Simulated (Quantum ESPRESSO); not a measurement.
Simulation results for AlInGa2P4 (made-up cell)

Computed with Quantum ESPRESSO 7.5. Calculation on a made-up crystal cell, not a measurement, rerun at a higher cutoff and a denser mesh: periodic Kohn-Sham density functional theory in plane waves with PseudoDojo standard norm-conserving scalar-relativistic pseudopotentials, each functional with its own files (v0.5 for PBE, v0.4.1 for LDA and PBEsol), no spin polarisation, no spin-orbit coupling, atoms not relaxed, stress positive in tension, energies less a fixed whole-eV offset for each atom's element; levels are Kohn-Sham levels at fractions of this cell's reciprocal vectors, counted from the reference band (half the neutral cell's valence electrons, rounded up) at Gamma; error bars give the change to or from the runs named with them, not the error of the files; each bar is the largest change over components, and at least 0.002 eV, 0.002 eV per angstrom or 0.02 GPa; energies are for the whole cell, and the offsets were chosen from early runs and are not element reference energies.

Entry: AlInGa2P4 (made-up cell)

```
AlInGa2P4
1.0
      5.7912    -0.0477     0.0459
     -0.0477     5.7529    -0.0465
      0.0459    -0.0465     5.6676
Ga Al In P
2 1 1 4
Direct
  0.00210 -0.00201 -0.00557
  0.00289 0.50488 0.49606
  0.50363 0.00158 0.50446
  0.50319 0.50815 -0.00134
  0.24624 0.24963 0.25725
  0.24891 0.75262 0.74797
  0.75394 0.25532 0.75259
  0.76148 0.74829 0.24584
```

Here we set lattice type zincblende/diamond, functional pbe, cutoff 1377 eV, fermi dirac smearing 0.025 eV, scf tolerance 1e-07 eV, electrons removed 0 and k mesh 6 x 6 x 6, shifted by half a step.

Atoms:
```
atoms element  atom site  atom energy offset (eV)
           Ga          1                    -2080
           Ga          2                    -2080
           Al          3                      -64
           In          4                    -1808
            P          5                     -189
            P          6                     -189
            P          7                     -189
            P          8                     -189
```

## Withheld values
1. Give the missing stress xz for AlInGa2P4 (made-up cell).
2. What stress zz does the calculation give for AlInGa2P4 (made-up cell)?
3. Give the missing stress xx for AlInGa2P4 (made-up cell).
4. Estimate the stress yz of AlInGa2P4 (made-up cell).

Answers
1. 0.6657 GPa
2. 2.694 GPa
3. 3.812 GPa
4. -1.241 GPa

Further results for AlInGa2P4 (made-up cell):

| Quantity | Value |
| --- | --- |
| free energy less offsets | -1.798 eV |
| scf iterations | 10 |
| smearing term minus ts | 0 eV |
| pressure | -3.36 GPa |
| stress yy | 3.574 GPa |
| stress xy | -0.7103 GPa |
| error bar energy | 0.007718 eV |
| error bar stress | 0.02 GPa |
| error bar force | 0.002 eV/Å |
| error bars from | change from the looser run of this cell |

Forces:
```
site  x (eV/Å)  y (eV/Å)  z (eV/Å)
   1   0.01248    0.3429    0.1789
   2  -0.08506   -0.1746   0.09618
   3   0.06349   0.09914   -0.2423
   4   -0.5716   -0.2891    0.1385
   5   -0.1024   -0.6673    0.2814
   6   -0.3042    0.5915   -0.6441
   7    0.6535   -0.9476   -0.8808
   8    0.3338     1.045     1.072
```
